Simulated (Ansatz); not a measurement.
Bulk modulus by a P(V) fit from PBE minus that from r²SCAN (% of the latter), each on its own relaxed cell (Ansatz, a quantum-chemistry and plane-wave program, plane waves, PAW; no spin–orbit coupling, no Hubbard U), over 47 phases of the class «sulfides, selenides and tellurides»: what sign and size do you expect?

Mean -9 %, median -9 %, mean absolute 9 %; eight in ten lie between -13 and -5 %, and 0 % are above zero.

Some cases that may be named, with their rank among the 47 from the lowest: HgTe, zinc blende -15 % (rank 1); ZnSe, zinc blende -13 % (rank 4); TePb, rock salt -9 % (rank 23); SnTe, rock salt -8 % (rank 26); BeTe, zinc blende -5 % (rank 42); BeS, zinc blende -5 % (rank 44).

The phases are those computed here (of each formula those with measured values and the lowest at some level), not a balanced benchmark, and neither functional is the truth. Pairs that end in unlike spin orders or unlike minima (c/a over 6 % apart, 30 % for weakly bound crystals), magnets with 4f shells, solids of gases and phases set aside for tests are left out.

2 of the phases carry moments, in the orders computed and without U.

Unstable at this level: SnTe, rock salt with PBE. All cells were relaxed under the symmetry of their starts (and spin orders); stability against distortions was not tested throughout. Spin–orbit coupling is left out wherever it is not named.

Potentials: the later of the program's two PAW sets.

Ansatz is a plane-wave DFT program.
